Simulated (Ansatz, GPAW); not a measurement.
Fitting the PBE energy curve of Sn3Se

The structure is cubic, space group Fm-3m (No. 225). Conventional cell: a = 7.466 Å, b = 7.466 Å, c = 7.466 Å, α = 90.00°, β = 90.00°, γ = 90.00°. Around Sn (site symmetry m-3m) lie 8 Sn at 3.23 Å. Sn (site symmetry -43m) is surrounded by 4 Sn at 3.23 Å and 4 Se at 3.23 Å. Se (site symmetry m-3m) is surrounded by 8 Sn at 3.23 Å.

The cell comes from a database or a generator and needn't be the stable form of this composition.

The cell was scaled at fixed shape and fractions and run with Ansatz, Ansatz PAW, cutoff 420 eV; PBE, k mesh 6 × 6 × 6 on the cell of 4 atoms, fermi-dirac occupations of 0.05 eV, no spin polarisation, no spin-orbit coupling. Energies are those that the program minimises, any entropy of the smearing included. For a metal such a mesh isn't converged to the digits shown.

```tsv
V (Å³/atom)	energy over the lowest row (meV/atom)
24.4523	13.970
24.9726	?
25.4928	0.971
26.0131	0.000
26.5334	2.146
27.0536	7.076
27.5739	14.475
```

Fit the third-order Birch-Murnaghan form, give V0, B0 and B′, and predict the energy left open.

With y = (V0/V)^(2/3), E = E0 + (9 V0 B0/16) [(y - 1)³ B′ + (y - 1)² (6 - 4y)]. Least squares through the rows shown give V0 = 25.9065 Å³/atom, E0 = -0.072 meV, B0 = 49.15 GPa (1 eV/Å³ = 160.218 GPa) and B′ = 4.95, with a largest miss of 0.005 meV. At V = 24.9726 the form with these constants gives 5.482 meV; the run gave 5.475 meV an atom. Other set-ups at this level, from all their volumes (Å³/atom, GPa): GPAW, GPAW PAW data sets (gpaw-data 1.2.1): V0 25.795, B0 49.56.
